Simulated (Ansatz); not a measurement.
**Is this BeAl structure a true minimum?**

The cell was found from a structure generator's guess, not taken from experiment.

Theory: Ansatz 0.2.0, DFT PBE, scalar-relativistic, plane waves, PAW. Plane waves to 420 eV, a k mesh through Γ of 20×20×20 on the computed 2-atom cell and Gaussian smearing (0.10 eV); no spin polarisation.

The cell below (2 atoms, space group Fm-3m (No. 225)) is relaxed within its symmetry.

```yaml
crystal:
  lattice:
    - [0.00000, 2.45472, 2.45472]
    - [2.45472, 0.00000, 2.45472]
    - [2.45472, 2.45472, 0.00000]
  atoms:
    - { symbol: Be, position: [0.00000, 0.00000, 0.00000] }
    - { symbol: Al, position: [0.50000, 0.50000, 0.50000] }
```

For the test a repeat of it with 8 atoms (edges 3.47, 6.01, 6.01 Å) was strained at random (σ = 1.5 % a component), the atoms were moved at random (σ = 0.05 Å), and all was relaxed again on a coarse 6×4×4 mesh (in the run’s order of axes) with 0.20 eV smearing, with no symmetry imposed.

Question: What happens?

Answer: It doesn't return. The energy falls by 503 meV/atom on that mesh, the volume changes by -14.2 %, and the end has space group P2_1/m (No. 11) at a loose tolerance. Relaxed again on a 12×16×10 mesh with 0.10 eV smearing, the new structure lies 496 meV/atom below the first (mesh in the axes of the run's cell; the cell below is made exact in the group named). Space group P2_1/m (No. 11), monoclinic, a = 3.861 Å, b = 2.665 Å, c = 5.213 Å, β = 107.9°. Be is surrounded by 2 Be at 2.16 Å, 5 Al at 2.47–2.55 Å, 2 Be at 2.67 Å and 1 Al at 2.83 Å; Al is surrounded by 5 Be at 2.47–2.55 Å, 2 Al at 2.67 Å, 1 Be at 2.83 Å and 4 Al at 2.87–3.01 Å.

```cif
data_structure
_symmetry_space_group_name_H-M 'P2_1/m'
_symmetry_Int_Tables_number 11
_cell_length_a 3.8611
_cell_length_b 2.6654
_cell_length_c 5.2126
_cell_angle_alpha 90.000
_cell_angle_beta 107.864
_cell_angle_gamma 90.000
_cell_volume 51.06
loop_
_atom_site_label
_atom_site_type_symbol
_atom_site_symmetry_multiplicity
_atom_site_Wyckoff_symbol
_atom_site_fract_x
_atom_site_fract_y
_atom_site_fract_z
_atom_site_occupancy
Be1 Be 2 e 0.37350 0.25000 0.33505 1
Al1 Al 2 e 0.81054 0.75000 0.17901 1
```
